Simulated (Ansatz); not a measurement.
BN:
Space group P6₂22 (No. 180); a = b = 2.5969 Å, c = 5.8238 Å, α = β = 90.00°, γ = 120.00°

```json
[
 {"atom": "B", "site": "3d", "symmetry": "222", "x": "0.5000", "y": "0.0000", "z": "0.5000"},
 {"atom": "N", "site": "3c", "symmetry": "222", "x": "0.5000", "y": "0.0000", "z": "0.0000"}
]
```

Relaxed with r²SCAN+D4. r²SCAN+D4 (plane waves, PAW; program Ansatz) gives a gap of 4.26 eV.

What gap does HSE06 give on the same cell (Ansatz, PAW)?

5.03 eV, 0.78 eV more. The hybrid was solved on a coarser mesh and at special points; its gap is the smallest among all of these.

```json
[
 {"k": "Γ", "v1 r²SCAN+D4": "0.00", "c1 r²SCAN+D4": "7.48", "v1 HSE06": "___", "c1 HSE06": "___"},
 {"k": "A", "v1 r²SCAN+D4": "-0.73", "c1 r²SCAN+D4": "6.60", "v1 HSE06": "-0.72", "c1 HSE06": "7.45"},
 {"k": "K", "v1 r²SCAN+D4": "-2.80", "c1 r²SCAN+D4": "6.94", "v1 HSE06": "___", "c1 HSE06": "___"},
 {"k": "H", "v1 r²SCAN+D4": "-2.51", "c1 r²SCAN+D4": "7.01", "v1 HSE06": "___", "c1 HSE06": "___"},
 {"k": "M", "v1 r²SCAN+D4": "-2.63", "c1 r²SCAN+D4": "4.26", "v1 HSE06": "-2.75", "c1 HSE06": "5.03"},
 {"k": "L", "v1 r²SCAN+D4": "-2.48", "c1 r²SCAN+D4": "5.53", "v1 HSE06": "___", "c1 HSE06": "___"}
]
```

Top valence (v1) and lowest conduction level (c1) in eV from each method's valence maximum (which need not be a listed point): supply the withheld HSE06 values.


- Γ, v1 HSE06: 0.00
- Γ, c1 HSE06: 8.35
- L, v1 HSE06: -2.59
- L, c1 HSE06: 6.34
- K, v1 HSE06: -2.90
- K, c1 HSE06: 7.85
- H, v1 HSE06: -2.63
- H, c1 HSE06: 7.93

Cost on shared cores: the r²SCAN+D4 run (SCF on a 12×12×5 mesh, then bands and DOS) roughly 50 core-seconds, the HSE06 run (SCF on 7×7×3, then a few points) around 100 core-seconds (rough); the tasks are unlike.

Space group P6_222. The start of the workflow was typed in or built on a structure type; neither database checked (COD, Materials Project) lists it. It is not the phase usual at ambient conditions (space group No. 186, 194, 216). The r²SCAN+D4 relaxation kept the symmetry of its start; its stability against distortions is not shown here.

Potentials: the later of the program's two PAW sets.
